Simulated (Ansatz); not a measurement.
**Relaxing a structure of Na**

The start is a generated cell, Na built in the fcc structure type. The structure is fully relaxed (lattice and positions, P = 0) with r2SCAN (plane waves to 500 eV, PAW, scalar-relativistic; Ansatz, a program for electronic structure). The first steps use a 15×15×15 k-mesh.

Input geometry:
```yaml
crystal:
  lattice:
    - [0.00000, 2.66473, 2.66473]
    - [2.66473, 0.00000, 2.66473]
    - [2.66473, 2.66473, 0.00000]
  atoms:
    - { symbol: Na, position: [0.00000, 0.00000, 0.00000] }
```

**Question.** How large is the pressure on the unrelaxed cell, and of which sign?

**Answer.** 0.0 GPa.

**Question.** How much energy is released per atom?

**Answer.** Under 0.01 eV/atom.

**Question.** What band gap does the relaxed structure have at this level?

**Answer.** Zero (metallic).

The space group stays Fm-3m (No. 225) (the run could not lower it); the end is fcc (Cu type), with 1 atom in the primitive cell. No spin polarisation in the result.

The run could not lose the symmetry of its start.

The relaxed structure has the type that Na is known to take under pressure; here it was relaxed at zero pressure, from a generated start.
